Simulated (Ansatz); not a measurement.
TePt:
```cif
data_Pt2Te2
_chemical_formula_sum 'Te2 Pt2'
_space_group_name_H-M_alt 'P63/mmc'
_space_group_IT_number 194
_space_group_name_Hall '-P 6c 2c'
_cell_length_a 4.19798
_cell_length_b 4.19798
_cell_length_c 5.50320
_cell_angle_alpha 90.000
_cell_angle_beta 90.000
_cell_angle_gamma 120.000
loop_
_atom_site_label
_atom_site_type_symbol
_atom_site_symmetry_multiplicity
_atom_site_Wyckoff_symbol
_atom_site_fract_x
_atom_site_fract_y
_atom_site_fract_z
_atom_site_occupancy
Te1 Te 2 c 0.33333 0.66667 0.25000 1
Pt1 Pt 2 a 0.00000 0.00000 0.00000 1
```

Relaxed at zero pressure with DFT-LDA in the program Ansatz with PAW potentials.

Q: The volume is lowered by 9 % and shape and atoms relax at that volume. What pressure results, and how do the axes share the change?

A: 17.3 GPa; a -3.4 %, b -3.4 %, c -2.4 %; the energy rises by 93 meV/atom.

Q: Give the new structure.

A: 
Space group P6₃/mmc (No. 194); a = 4.0538 Å, b = 4.0538 Å, c = 5.3706 Å, α = 90.00°, β = 90.00°, γ = 120.00°

```tsv
atom	site	symmetry	x	y	z
Te	2c	-6m2	0.3333	0.6667	0.2500
Pt	2a	-3m.	0.0000	0.0000	0.0000
```

The phase is kept; no other phase was compared at this pressure.

Space group P6_3/mmc (NiAs type). The workflow started from a Materials Project entry (that database holds measured and hypothetical structures alike); the Crystallography Open Database files this formula in space group No. 194, but the cells were not matched. Its standing as an ambient phase is unchecked. Symmetry was held in the LDA relaxation; its stability against distortions is not shown here. The run is not spin-polarised. Spin–orbit coupling is left out wherever it is not named.

Potentials: the later of the program's two PAW sets.
